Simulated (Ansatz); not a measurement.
ScOF:
```
CELL_PARAMETERS angstrom
      5.03779     0.00000     0.00000
      0.00000     5.07459     0.00000
     -0.31134     0.00000     5.20869
ATOMIC_POSITIONS crystal
  Sc 0.25788 0.22329 0.01693
  Sc 0.74212 0.72329 0.98307
  Sc 0.28057 0.74695 0.44833
  Sc 0.71943 0.24695 0.55167
  F  0.06453 0.37731 0.37235
  F  0.93547 0.87731 0.62765
  O  0.07249 0.88970 0.14154
  O  0.92751 0.38970 0.85846
  F  0.44021 0.49395 0.74252
  F  0.55979 0.99395 0.25748
  O  0.46846 0.99479 0.74898
  O  0.53154 0.49479 0.25102
```

Relaxed with r²SCAN.

Q: Give the Bader charges and basin volumes of the independent atoms, r²SCAN (plane waves, PAW; program Ansatz).

A: 

```json
[
 {"atom": "Sc1", "Bader charge (e)": "+2.15", "Bader volume (Å³)": "8.5"},
 {"atom": "Sc3", "Bader charge (e)": "+2.16", "Bader volume (Å³)": "8.3"},
 {"atom": "F5", "Bader charge (e)": "-0.82", "Bader volume (Å³)": "12.2"},
 {"atom": "O7", "Bader charge (e)": "-1.31", "Bader volume (Å³)": "13.6"},
 {"atom": "F9", "Bader charge (e)": "-0.82", "Bader volume (Å³)": "10.8"},
 {"atom": "O11", "Bader charge (e)": "-1.36", "Bader volume (Å³)": "13.3"}
]
```

Space group P2_1. The start of the workflow was typed in or built on a structure type; neither database checked (COD, Materials Project) lists it. Whether it is the stable phase at ambient conditions was not checked. The r²SCAN relaxation kept the symmetry of its start; its stability against distortions is not shown here. The run is not spin-polarised.

Potentials: the later of the program's two PAW sets.
